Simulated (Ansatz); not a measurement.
**Question.** Band gap from PBE minus that from r²SCAN (eV), each on its own relaxed cell (Ansatz, an electronic-structure program, plane waves, PAW; no spin–orbit coupling, no Hubbard U), over 19 phases of the class «oxides of main-group metals»: what sign and size do you expect?

**Answer.** Mean -0.71 eV, median -0.64 eV, mean absolute 0.71 eV; eight in ten lie between -1.12 and -0.27 eV, and 0 % are above zero.

Some cases that may be named, with their rank among the 19 from the lowest: SiO2, rutile -1.47 eV (rank 1); MgO, rock salt -1.23 eV (rank 2); Li6SI2O, Fm-3m (Li on 24e, I on 8c, S on 4a, O on 4b) -0.64 eV (rank 10); CaO, rock salt -0.54 eV (rank 11); SrO, rock salt -0.47 eV (rank 13); SnTeO3, R3c (Sn on 6a, Te on 6a, O on 18b) -0.24 eV (rank 18).

The phases are those computed here (of each formula those with measured values and the lowest at some level), not a balanced benchmark, and neither functional is the truth. Pairs that end in unlike spin orders or unlike minima (c/a over 6 % apart, 30 % for weakly bound crystals), magnets with 4f shells, solids of gases and phases set aside for tests are left out.

4 are weakly bound layers, chains or molecules. 1 relaxed far from the usual cell at some level.

Typed or built starts, not in the databases checked: Li6SI2O, Fm-3m (Li on 24e, I on 8c, S on 4a, O on 4b); SnTeO3, R3c (Sn on 6a, Te on 6a, O on 18b). Not the usual ambient phase: SiO2, rutile. All cells were relaxed under the symmetry of their starts (and spin orders); stability against distortions was not tested throughout. Spin–orbit coupling is left out wherever it is not named.

Potentials: the later of the program's two PAW sets.

Ansatz is a plane-wave DFT program.
